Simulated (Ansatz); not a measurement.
Level of theory: Ansatz 0.2.0, DFT PBE, scalar-relativistic, plane waves, PAW. The final run on the 9-atom cell used 420 eV, a Γ-centred 6×6×6 mesh, 0.02 eV smearing and no spin polarisation.

Formation energies are uncorrected and count from the elements' standard states at the same level.

Question: Find a candidate trigonal narrow-gap semiconductor that holds Zr and 2 more elements, with a gap near 0.4 eV, a formation energy near −1.35 eV/atom and a density near 5.4 g/cm³, in a cell of 9 atoms. Its symmetry should be P-31m (No. 162).

Answer: HfZr₂Se₆, space group P-31m (No. 162). Zr is surrounded by 6 Se at 2.71 Å, 3 Hf at 3.79 Å and 3 Zr at 3.79 Å; Hf has 6 Se at 2.69 Å and 6 Zr at 3.79 Å; Se has 1 Hf at 2.69 Å and 2 Zr at 2.71 Å.

```
Zr Hf Se
1.0
     6.56357    0.00000    0.00000
    -3.28178    5.68421    0.00000
     0.00000    0.00000    6.94119
Zr Hf Se
2 1 6
Direct
  0.33333 0.66667 0.00000
  0.66667 0.33333 0.00000
  0.00000 0.00000 0.00000
  0.33114 0.00000 0.22779
  0.00000 0.33114 0.22779
  0.66886 0.66886 0.22779
  0.66886 0.00000 0.77221
  0.33114 0.33114 0.77221
  0.00000 0.66886 0.77221
```

- Volume per atom: 28.8 Å³
- Density: 5.4 g/cm³
- Energy over the elements: −1.354 eV/atom
- Gap on the 6×6×6 mesh of the 9-atom cell: 0.45 eV

It was reached by relaxing an invented guess, and it needn't be the stable form of this composition. Other answers may fit too; this one was computed.

No dispersion correction is applied, so the spacing and binding between layers, chains or molecules are poorly described. These runs have no spin–orbit coupling, which can matter for Hf. Kohn–Sham gaps at this level usually fall short of measured ones. The reference form of Se is held partly by dispersion forces, which this level lacks. A structure relaxed within its symmetry needn't be a true minimum.
